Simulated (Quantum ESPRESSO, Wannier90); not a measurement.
## Wannier functions of ZrN (rock salt)

```
CELL_PARAMETERS angstrom
      0.00000     2.29427     2.29427
      2.29427     0.00000     2.29427
      2.29427     2.29427     0.00000
ATOMIC_POSITIONS crystal
  Zr 0.50000 0.50000 0.50000
  N  0.00000 0.00000 0.00000
```

Materials Project entry mp-1352; symmetrised, unrelaxed at this level. COD (Crystallography Open Database) has an entry of this formula and space group (matched by these alone). Level: PBEsol, no spin polarisation, no spin-orbit coupling; pw.x of Quantum ESPRESSO at 68 Ry with PseudoDojo potentials, 10×10×10 k-points, Wannier90. Density: 12×12×12 mesh, cold smearing 0.01 Ry.

Functional, cutoff and mesh named above are those of the base row (10×10×10); the first column says what each row takes instead. Model: 8 functions from bands 6-22, start hydrogen-like Zr: d; N: p, centres 0.05 Å off the atoms, frozen window tied to the conduction edge or Fermi level of each row, as listed, which moves Ω_I and hoppings a little by itself. Energies are relative to the Fermi level; the misfit is to pw.x on a path, for states up to 1.0 eV relative to the Fermi level. Only the mesh of Bloch states changes. The disentangled Ω_I can sit in another minimum from row to row.

| mesh | frozen to (eV) | Ω_I (Å²) | rms misfit (meV) | k-points (cost) | rough cost of nscf and overlaps (first row = 1) |
|---|---|---|---|---|---|
| 4×4×4 | 1.50 | 8.96 | 52 | 64 | 1.0 |
| 5×5×5 | 1.50 | 9.22 | 40 | 125 | 1.6 |
| 7×7×7 | 1.50 | 9.83 | 11 | 343 | 4 |
| 8×8×8 | 1.50 | ? | 6.3 | 512 | 5 |
| 10×10×10 | 1.50 | 10.14 | 4.6 | 1000 | 9 |
| 12×12×12 | 1.50 | 10.36 | 1.8 | 1728 | 16 |

Question: Some entries are withheld; supply them.

Answer: 
- 8×8×8, Ω_I (Å²): 9.99
